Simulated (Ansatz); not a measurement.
AlN (zinc blende, F-43m) under volume change, PBE in the plane-wave PAW code Ansatz, scaled uniformly.

| V (Å³/atom) | E − E(relaxed) (meV/atom) | P (GPa) |
|---|---|---|
| 9.711 | 60.6 | 21.82 |
| 10.031 | 25.6 | 13.44 |
| 10.351 | … | … |
| 10.671 | 0.0 | 0.00 |
| 10.991 | 5.5 | -5.38 |
| 11.312 | … | … |
| 11.632 | 45.1 | -14.01 |

Question: Fill in the missing entries.

Answer: 
- 11.312, E − E(relaxed) (meV/atom): 21.0
- 11.312, P (GPa): -10.02
- 10.351, E − E(relaxed) (meV/atom): 6.0
- 10.351, P (GPa): 6.23

Question: What does a third-order Birch–Murnaghan fit give for V₀, B₀ and B′?

Answer: V₀ = 10.67 Å³/atom, B₀ = 192 GPa, B′ = 3.9.

The cell was relaxed with PBE under the symmetry of its start; phonons on a q-mesh show no instability.

Potentials: the later of the program's two PAW sets.
